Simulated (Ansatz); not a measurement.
One element of this relaxed crystal is hidden as X:

```
cell (Å)
  4.744 0.000 0.015
  0.000 3.376 0.000
  -0.013 0.000 4.275
  Mg 0.5000 0.2500 0.7500
  Mg 0.5000 0.7500 0.2500
  X 0.0000 0.7500 0.7500
  X 0.0000 0.2500 0.2500
```

All-electron LAPW in Ansatz 0.2.0 under PBE, scalar-relativistic and without spin polarisation, finds it within 0.01 GPa of zero pressure, with a formation energy of 0.46 eV/atom from the elements, no gap. The structure needn't be the ground state.

Problem. Which element is X?

Solution. W, which makes the crystal MgW. Other candidates weren't computed, and some may come near.
